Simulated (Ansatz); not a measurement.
BaHfO3:
```cif
data_BaHfO3
_chemical_formula_sum 'Ba1 Hf1 O3'
_space_group_name_H-M_alt 'P 1'
_space_group_IT_number 1
_cell_length_a 4.15753
_cell_length_b 4.15753
_cell_length_c 4.15753
_cell_angle_alpha 90.000
_cell_angle_beta 90.000
_cell_angle_gamma 90.000
loop_
_space_group_symop_operation_xyz
  'x, y, z'
loop_
_atom_site_label
_atom_site_type_symbol
_atom_site_fract_x
_atom_site_fract_y
_atom_site_fract_z
_atom_site_occupancy
Ba1 Ba 0.50000 0.50000 0.50000 1
Hf1 Hf 0.00000 0.00000 0.00000 1
O1 O 0.00000 0.50000 0.00000 1
O2 O 0.50000 0.00000 0.00000 1
O3 O 0.00000 0.00000 0.50000 1
```

Relaxed with PBEsol.

Question: Which orbitals make up the states near the band edges in PBEsol (plane waves, PAW; program Ansatz)?

Answer: Top 1 eV of the valence band: O 2p 94 %. Bottom 1 eV of the conduction band: Hf 5d 84 %, O 2p 5 %, outside the projected shells 10 %. Projections are on Löwdin-orthogonalised atomic valence shells; empty p or d shells of many metals are not among them.

Question: Tabulate the density of states.

Answer: States/eV per cell of 5 atoms, in 0.25 eV bins, energy from the valence-band maximum.

| E (eV) | total | O 2p | Hf 5d | Ba 6s |
|---|---|---|---|---|
| -7.85 | 0.00 | 0.00 | 0.00 | 0.00 |
| -7.60 | 0.00 | 0.00 | 0.00 | 0.00 |
| -7.35 | 0.00 | 0.00 | 0.00 | 0.00 |
| -7.10 | 0.00 | 0.00 | 0.00 | 0.00 |
| -6.85 | 0.00 | 0.00 | 0.00 | 0.00 |
| -6.60 | 0.00 | 0.00 | 0.00 | 0.00 |
| -6.35 | 0.00 | 0.00 | 0.00 | 0.00 |
| -6.10 | 0.00 | 0.00 | 0.00 | 0.00 |
| -5.85 | 0.00 | 0.00 | 0.00 | 0.00 |
| -5.60 | 0.00 | 0.00 | 0.00 | 0.00 |
| -5.35 | 0.00 | 0.00 | 0.00 | 0.00 |
| -5.10 | 0.00 | 0.00 | 0.00 | 0.00 |
| -4.85 | 0.00 | 0.00 | 0.00 | 0.00 |
| -4.60 | 0.00 | 0.00 | 0.00 | 0.00 |
| -4.35 | 0.19 | 0.15 | 0.01 | 0.00 |
| -4.10 | 1.97 | 1.46 | 0.20 | 0.00 |
| -3.85 | 2.48 | 1.80 | 0.37 | 0.01 |
| -3.60 | 2.80 | 1.95 | 0.64 | 0.03 |
| -3.35 | 2.83 | 1.99 | 0.60 | 0.05 |
| -3.10 | 3.68 | 2.63 | 0.74 | 0.07 |
| -2.85 | 3.23 | 2.37 | 0.58 | 0.05 |
| -2.60 | 2.67 | 2.00 | 0.42 | 0.04 |
| -2.35 | 9.12 | 6.76 | 1.64 | 0.03 |
| -2.10 | 7.25 | 5.88 | 0.84 | 0.02 |
| -1.85 | 4.32 | 3.62 | 0.38 | 0.01 |
| -1.60 | 2.28 | 1.94 | 0.17 | 0.02 |
| -1.35 | 3.77 | 3.34 | 0.11 | 0.07 |
| -1.10 | 3.36 | 3.04 | 0.07 | 0.05 |
| -0.85 | 7.10 | 6.57 | 0.13 | 0.03 |
| -0.60 | 7.91 | 7.36 | 0.15 | 0.03 |
| -0.35 | 4.87 | 4.64 | 0.05 | 0.01 |
| -0.10 | 2.17 | 2.12 | 0.00 | 0.00 |
| 0.15 | 0.00 | 0.00 | 0.00 | 0.00 |
| 0.40 | 0.00 | 0.00 | 0.00 | 0.00 |
| 0.65 | 0.00 | 0.00 | 0.00 | 0.00 |
| 0.90 | 0.00 | 0.00 | 0.00 | 0.00 |
| 1.15 | 0.00 | 0.00 | 0.00 | 0.00 |
| 1.40 | 0.00 | 0.00 | 0.00 | 0.00 |
| 1.65 | 0.00 | 0.00 | 0.00 | 0.00 |
| 1.90 | 0.00 | 0.00 | 0.00 | 0.00 |
| 2.15 | 0.00 | 0.00 | 0.00 | 0.00 |
| 2.40 | 0.00 | 0.00 | 0.00 | 0.00 |
| 2.65 | 0.00 | 0.00 | 0.00 | 0.00 |
| 2.90 | 0.00 | 0.00 | 0.00 | 0.00 |
| 3.15 | 0.00 | 0.00 | 0.00 | 0.00 |
| 3.40 | 0.00 | 0.00 | 0.00 | 0.00 |
| 3.65 | 0.07 | 0.00 | 0.07 | 0.00 |
| 3.90 | 0.48 | 0.02 | 0.42 | 0.00 |
| 4.15 | 0.85 | 0.04 | 0.73 | 0.00 |
| 4.40 | 1.02 | 0.07 | 0.83 | 0.00 |
| 4.65 | 1.26 | 0.11 | 0.97 | 0.00 |
| 4.90 | 1.45 | 0.14 | 0.98 | 0.00 |
| 5.15 | 1.71 | 0.18 | 1.04 | 0.01 |
| 5.40 | 2.15 | 0.25 | 1.21 | 0.02 |
| 5.65 | 2.55 | 0.33 | 1.36 | 0.03 |
| 5.90 | 3.09 | 0.42 | 1.52 | 0.07 |
| 6.15 | 5.83 | 0.85 | 2.62 | 0.21 |
| 6.40 | 5.02 | 0.65 | 1.78 | 0.30 |
| 6.65 | 2.71 | 0.21 | 0.50 | 0.20 |
| 6.90 | 2.02 | 0.19 | 0.33 | 0.25 |
| 7.15 | 3.50 | 0.31 | 0.60 | 0.36 |
| 7.40 | 3.87 | 0.37 | 0.71 | 0.40 |
| 7.65 | 3.33 | 0.34 | 0.72 | 0.24 |
| 7.90 | 4.08 | 0.52 | 1.10 | 0.14 |
| 8.15 | 4.26 | 0.42 | 0.84 | 0.15 |
| 8.40 | 4.25 | 0.19 | 0.40 | 0.09 |

Space group Pm-3m (cubic perovskite). The cell was relaxed with PBEsol under the symmetry of its start. The run is not spin-polarised. Spin–orbit coupling is left out wherever it is not named.

Potentials: the later of the program's two PAW sets.
